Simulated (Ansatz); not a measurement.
A crystal relaxed with r2SCAN in the PAW code Ansatz has space group I4/mcm (No. 140) and a = 9.633 Å, c = 15.981 Å.

| atom | site | x | y | z |
| --- | --- | --- | --- | --- |
| Cs | 8h | 0.6566 | 0.1566 | 0.0000 |
| Cs | 4a | 0.5000 | 0.5000 | 0.2500 |
| Xx | 4b | 0.5000 | 0.0000 | 0.2500 |
| Br | 16l | 0.1514 | 0.6514 | 0.1510 |
| Br | 4c | 0.0000 | 0.0000 | 0.0000 |

The r2SCAN gap is indirect, 3.68 eV (M to Γ), below the direct gap of 3.69 eV at Γ. Least and direct gap differ so little that the kind isn't settled. HSE06 gives an indirect gap of 4.31 eV, from M to Γ; the least direct gap is 4.33 eV at Γ. Least and direct gap differ so little that the kind isn't settled. Meshes: r2SCAN 4×4×4, HSE06 2×2×2. r2SCAN's ε∞ is 2.8 along all three axes, to this precision.

Q: Which element is Xx?
A. Mg
B. Zn
C. Hg
D. Cd

A: D. Xx is Cd: Cs3CdBr5 (I4/mcm) from a database structure. Cs is surrounded by 8 Br at 3.56–3.82 Å; Cs is surrounded by 10 Br at 3.99–4.00 Å; Cd is surrounded by 4 Br at 2.60 Å; Br is surrounded by 1 Cd at 2.60 Å and 5 Cs at 3.56–3.99 Å; Br is surrounded by 6 Cs at 3.64–4.00 Å.

Calculated for a static, non-magnetic cell.

Spin-orbit coupling is left out.

The meshes of the hybrids are coarse, so their gaps aren't converged to the digits shown.

For a response run the program warns that the ground state's bands aren't all converged, so ε∞ carries an extra error.
